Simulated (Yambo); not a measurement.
```
CELL_PARAMETERS angstrom
      0.00000     5.31383     5.31383
      5.31383     0.00000     5.31383
      5.31383     5.31383     0.00000
ATOMIC_POSITIONS crystal
  Li 0.50000 0.50000 0.50000
  Cl 0.75032 0.24968 0.24968
  Cl 0.24968 0.75032 0.75032
  Cl 0.24968 0.75032 0.24968
  Cl 0.75032 0.24968 0.75032
  Cl 0.24968 0.24968 0.75032
  Cl 0.75032 0.75032 0.24968
  Y  0.00000 0.00000 0.00000
  Cs 0.75000 0.75000 0.75000
  Cs 0.25000 0.25000 0.25000
```

Response from Yambo on PBEsol (Quantum ESPRESSO, PseudoDojo norm-conserving, 74 Ry, without SOC) bands: 4×4×4 mesh, 213 bands, 3 Ry local-field block, 0.2 eV broadening.

Problem. Give the static electronic dielectric constant without and with local fields.

Solution. 
| field along | ε(0), independent particles | ε(0), RPA with local fields | refractive index √ε |
|---|---|---|---|
| x | 3.28 | 2.75 | 1.66 |
Electronic (clamped-ion) response only. PBEsol gaps are usually too small, which raises these values. Convergence of the RPA response with its 4×4×4 mesh was not tested.

Geometry of the Materials Project entry, not relaxed at this level.
